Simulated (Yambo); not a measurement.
```xyz
10
Lattice="0.0000 4.1574 4.1574 4.1574 0.0000 4.1574 4.1574 4.1574 0.0000" Properties=species:S:1:pos:R:3 pbc="T T T"
O      2.0169     4.1574     4.1574
O      6.2979     4.1574     4.1574
O      4.1574     2.0169     4.1574
O      4.1574     6.2979     4.1574
O      4.1574     4.1574     2.0169
O      4.1574     4.1574     6.2979
Sc     4.1574     4.1574     4.1574
Ba     2.0787     2.0787     2.0787
Ba     6.2361     6.2361     6.2361
Ta     0.0000     0.0000     0.0000
```

Response from Yambo on PBEsol (Quantum ESPRESSO, PseudoDojo norm-conserving, 84 Ry, without SOC) bands: 4×4×4 mesh, 124 bands, 3 Ry local-field block, 0.2 eV broadening.

**Question.** Give the static electronic dielectric constant without and with local fields.

**Answer.** 
```csv
field along,"ε(0), independent particles","ε(0), RPA with local fields",refractive index √ε
x,5.21,4.89,2.21
```
Electronic (clamped-ion) response only. Spin-orbit coupling, left out here, changes gap and response of such heavy elements. Convergence of the RPA response with its 4×4×4 mesh was not tested.

Geometry of the Materials Project entry, not relaxed at this level.

The structure is a Materials Project entry; no match was found in the copy of COD used, and its stability was not checked.
